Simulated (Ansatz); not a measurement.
Relaxed C (graphite type, space group P6_3/mmc):

```xyz
4
Lattice="2.4552 0.0000 0.0000 -1.2276 2.1263 0.0000 0.0000 0.0000 6.6705" Properties=species:S:1:pos:R:3 pbc="T T T"
C      0.0000     0.0000     1.6676
C      0.0000     0.0000     5.0029
C      0.0000     1.4175     1.6676
C      1.2276     0.7088     5.0029
```

In each cell atom 1 (C, nearest neighbour C at 1.418 Å; its periodic images, 2.5 Å or more away, move with it) moves by s·(0.707, 0.707, 0.000) (along Cartesian [110]), the rest being held.

The numbers are results of r2SCAN+rVV10 (plane waves to 500 eV, PAW, scalar-relativistic; Ansatz, a quantum-chemistry and plane-wave program), not measurements. k mesh 12×12×4 (Γ-centred), Fermi-Dirac smearing 0.05 eV. E stands for the smeared free energy. With partly filled bands, energies and forces of such displacements shift with the k mesh and the smearing. C was relaxed with its symmetry unable to fall. The PAW data are Ansatz's earlier set. ΔE is measured from the undisplaced structure. The last digit holds for this mesh only.

```json
[
 {"s (Å)": "-0.140", "ΔE (meV/cell)": "594.5"},
 {"s (Å)": "-0.112", "ΔE (meV/cell)": "373.1"},
 {"s (Å)": "-0.084", "ΔE (meV/cell)": "205.4"},
 {"s (Å)": "-0.056", "ΔE (meV/cell)": "89.0"},
 {"s (Å)": "-0.028", "ΔE (meV/cell)": "21.5"},
 {"s (Å)": "0.000", "ΔE (meV/cell)": "0.0"},
 {"s (Å)": "0.028", "ΔE (meV/cell)": "20.9"},
 {"s (Å)": "0.056", "ΔE (meV/cell)": "83.6"},
 {"s (Å)": "0.084", "ΔE (meV/cell)": "186.8"},
 {"s (Å)": "0.112", "ΔE (meV/cell)": "withheld"},
 {"s (Å)": "0.140", "ΔE (meV/cell)": "505.9"}
]
```

Task: Fit a polynomial form (powers 2, 3, 4) to the given rows and predict ΔE at s = 0.112.

Result: Least squares on the 10 given rows: ΔE = (27600)·s² + (-16160)·s³ + (24480)·s⁴, in meV/cell with s in Å; root-mean-square residual 0.36 meV/cell. At 0.112 the fit gives 327.4 meV/cell; the calculation gives 328.3 meV/cell, so the interpolation is off by -0.9 (-0.3 %). The quadratic term alone would give 346.2 meV/cell.

(For displaced atoms, the force is minus the slope of the energy, and its curvature is a force constant, which sets phonon frequencies.)
